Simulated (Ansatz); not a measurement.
Relaxed Ge (diamond):

```xyz
4
Lattice="0.0000 5.7622 5.7622 2.8811 2.8811 5.7622 2.8811 2.8811 0.0000" Properties=species:S:1:pos:R:3 pbc="T T T"
Ge     2.8811     8.6433     8.6433
Ge     2.8811     5.7622     5.7622
Ge     4.3217     4.3217     4.3217
Ge     4.3217     7.2028     7.2028
```

A phonon eigenvector at X = (0.5, 0.5, 0.0) is frozen into this cell: atom i moves by Q times the vector below, so Q is the largest atomic displacement, in Å. The cell is held. It is one choice among 2 degenerate patterns. (q is in reciprocal vectors of the primitive cell; the cell shown is doubled to hold the pattern.)

| atom | x | y | z |
|---|---|---|---|
| Ge1 | 0.000 | 0.000 | 1.000 |
| Ge2 | 0.000 | 0.000 | -1.000 |

Atoms not listed stay in place.

Computed with PBE (plane waves to 420 eV, PAW, scalar-relativistic; Ansatz, an electronic-structure program). k mesh 14×14×14 (Γ-centred), Fermi-Dirac smearing 0.05 eV. E stands for the smeared free energy. With partly filled bands, energies and forces of such displacements shift with the k mesh and the smearing. Ge was relaxed with its symmetry unable to fall. The PAW data are Ansatz's earlier set. The zero of ΔE is the undisplaced structure. The last digit holds for this mesh only.

```json
[
 {"Q (Å)": "-0.2800", "ΔE (meV/cell)": "986.7"},
 {"Q (Å)": "-0.2333", "ΔE (meV/cell)": "695.7"},
 {"Q (Å)": "-0.1867", "ΔE (meV/cell)": "withheld"},
 {"Q (Å)": "-0.1400", "ΔE (meV/cell)": "255.5"},
 {"Q (Å)": "-0.0933", "ΔE (meV/cell)": "114.1"},
 {"Q (Å)": "-0.0467", "ΔE (meV/cell)": "28.6"},
 {"Q (Å)": "0.0000", "ΔE (meV/cell)": "0.0"},
 {"Q (Å)": "0.0467", "ΔE (meV/cell)": "28.6"},
 {"Q (Å)": "0.0933", "ΔE (meV/cell)": "114.1"},
 {"Q (Å)": "0.1400", "ΔE (meV/cell)": "255.5"},
 {"Q (Å)": "0.1867", "ΔE (meV/cell)": "withheld"},
 {"Q (Å)": "0.2333", "ΔE (meV/cell)": "695.7"},
 {"Q (Å)": "0.2800", "ΔE (meV/cell)": "986.7"}
]
```

**Question.** Fit an even polynomial form (powers 2, 4, 6) to the given rows and predict ΔE at Q = -0.1867.

**Answer.** Least squares on the 11 given rows: ΔE = (13160)·Q² + (-6113)·Q⁴ + (-15670)·Q⁶, in meV/cell with Q in Å; root-mean-square residual 0.05 meV/cell. At -0.1867 the fit gives 450.6 meV/cell; the calculation gives 450.7 meV/cell, so the interpolation is off by -0.1 (-0.0 %). The quadratic term alone would give 458.7 meV/cell.

(A displaced cell: forces are minus the slopes of the energy, force constants its curvatures, and phonons follow from these.)
